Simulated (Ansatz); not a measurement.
Ag (diamond, Fd-3m) at seven volumes, plane-wave PAW PBE (Ansatz code), scaled uniformly. One row is withheld.

| V (Å³/atom) | P (GPa) |
|---|---|
| 27.348 | 3.77 |
| 28.250 | 2.25 |
| 29.152 | ? |
| 30.053 | 0.00 |
| 30.955 | -0.82 |
| 31.856 | -1.48 |
| 32.758 | -2.02 |

Fit the shown pressures and predict the withheld one.

P = (3/2)B₀(x^(7/2) − x^(5/2))[1 + (3/4)(B′ − 4)(x − 1)] with x = (V₀/V)^(2/3). Least squares on the six rows gives V₀ = 30.054 Å³/atom, B₀ = 30.3 GPa, B′ = 5.91. At V = 29.152, x = 1.0205 and P = 1.01 GPa. The run itself gave 1.01 GPa.

The start of the workflow was typed in or built on a structure type; neither database checked (COD, Materials Project) lists it. It is not the phase usual at ambient conditions (space group No. 225). Symmetry was held in the PBE relaxation; its stability against distortions is not shown here. The run is not spin-polarised.

Potentials: the earlier of the program's two PAW sets.
